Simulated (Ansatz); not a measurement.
P:
```xyz
2
Lattice="0.0000 2.7482 2.7482 2.7482 0.0000 2.7482 2.7482 2.7482 0.0000" Properties=species:S:1:pos:R:3 pbc="T T T"
P      0.0000     0.0000     0.0000
P      1.3741     1.3741     1.3741
```

Relaxed with PBE. Special points in fractions of this cell's reciprocal vectors: Γ (0.000, 0.000, 0.000); X (0.500, 0.000, 0.500); U (0.625, 0.250, 0.625); K (0.375, 0.375, 0.750); L (0.500, 0.500, 0.500); W (0.500, 0.250, 0.750).

**Question.** List the band energies nearest the Fermi level at these points for the program Ansatz at the PBE level (PAW).

**Answer.** In eV from the Fermi level; about four levels below and three above (degenerate sets whole), none deeper than 8.9 eV; … stands for higher levels left out; points with the same levels are listed once.

| k | below | above |
|---|---|---|
| Γ | -3.15 -3.15 -3.15 -0.04 -0.04 -0.04 | 5.85 … |
| X | -5.44 -5.44 -1.26 -1.26 | 5.56 5.56 8.34 8.34 |
| U | -6.37 -5.10 -0.98 | 1.49 4.04 4.08 |
| L | -4.18 -4.18 -2.51 | 1.21 1.21 5.52 |
| W | -6.02 -6.02 | 1.39 1.39 2.41 2.41 |

Space group Fd-3m (diamond). The start of the workflow was typed in or built on a structure type; neither database checked (COD, Materials Project) lists it. It is not the phase usual at ambient conditions (space group No. 64). The PBE relaxation kept the symmetry of its start; its stability against distortions is not shown here.

Potentials: the earlier of the program's two PAW sets.
